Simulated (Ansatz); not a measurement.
Input:

AlSiCN:
```yaml
crystal:
  lattice:
    - [1.56741, 0.90495, 5.10331]
    - [-1.56741, 0.90495, 5.10331]
    - [0.00000, -1.80989, 5.10331]
  atoms:
    - { symbol: Al, position: [0.99475, 0.99475, 0.99475] }
    - { symbol: N, position: [0.12715, 0.12715, 0.12715] }
    - { symbol: Si, position: [0.50698, 0.50698, 0.50698] }
    - { symbol: C, position: [0.62116, 0.62116, 0.62116] }
```

This is the PBE-relaxed structure. Tensor components refer to the Cartesian frame of this cell.

Q: All from the program Ansatz at the PBE level (PAW), unless another level is named. Estimate the hole effective mass, band 2 of 2 at the edge.

A: 0.21 along x, 4.8 along z (mₑ).

Q: And the smallest direct gap on the standard path?

A: 0.38 eV.

Q: And the band gap?

A: 0.07 eV (indirect).

Q: Predict the weight of the conduction-edge state by species (Voronoi cells).

A: Si 45 %, N 24 %, Al 21 %, C 10 %.

Space group R3m. The start of the workflow was typed in or built on a structure type; neither database checked (COD, Materials Project) lists it. Its standing as an ambient phase is unchecked. Symmetry was held in the PBE relaxation; whether a distortion lowers the energy is not shown.

Potentials: the earlier of the program's two PAW sets.
